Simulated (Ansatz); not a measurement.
The start is a relaxed Al cell displaced along its unstable phonon at q = Γ (163i cm⁻¹), largest move 0.15 Å. Cell shape, volume and atoms are optimised at zero target pressure with PBEsol (plane waves to 420 eV, PAW, scalar-relativistic; Ansatz, a program for electronic structure). First-step values are on the input's coarse k-mesh.

Ansatz input (later rounds restart from its end on a renewed k-mesh):
Ansatz 0.2 input:
```yaml
crystal:
  lattice:
    - [4.5120906825, 0, 0]
    - [-2.2560453413, 3.9075851552, 0]
    - [0, 0, 2.7265737635]
  atoms:
    - { symbol: Al, position: [0.3333333333, 0.6666666667, -0.0550140994] }
    - { symbol: Al, position: [0.6666666667, 0.3333333333, 0.0550140994] }
basis: { ecutwfc: 420, ecutrho_ratio: 4, xc_grid: 2, fft_grid_basis: typed }
kpoints: { mp_grid: { grid: [8, 8, 12] } }
hamiltonian:
  xc: pbesol
  dispersion: none
  pseudopotentials: { azcp: { folder: ./paw }, kind: paw }
scf: { occupations: { method: fermi_dirac, width: 0.05 } }
relax: { f_tol: 0.01, max_steps: 100, cell: { stress_tol: 0.02 } }
output: { forces: true, stress: true }
```

Problem. Which atoms feel the largest initial force, and how large is it?

Solution. 0.35 eV/Å, on Al1, Al2 (atoms numbered as listed).

Problem. How does the volume change?

Solution. -16.2 %, from 24.04 to 20.15 Å³/atom.

Problem. Does it find its way back to the structure it was made from?

Solution. It does not go back: it reaches P6₃/mmc (No. 194), 0.35 eV/atom below the parent.

Problem. How do the shortest distances between atoms change?

Solution. The closest pairs of elements (up to four, under 3.6 Å), start → end: Al–Al 2.62 → 2.72 Å.

Problem. What band gap does the relaxed structure have at this level?

Solution. Zero (metallic).

Final values are on a 13×13×17 k-mesh of the relaxed cell. No spin polarisation in the result.

The run could not lose the symmetry of its start, so the end can be a saddle point.

The relaxed structure here is a generated cell of Al: the first start was made by placing the elements on the sites of a structure type, and the end was not matched to a known phase here, so it may be hypothetical. Known forms of Al include space group No. 225.
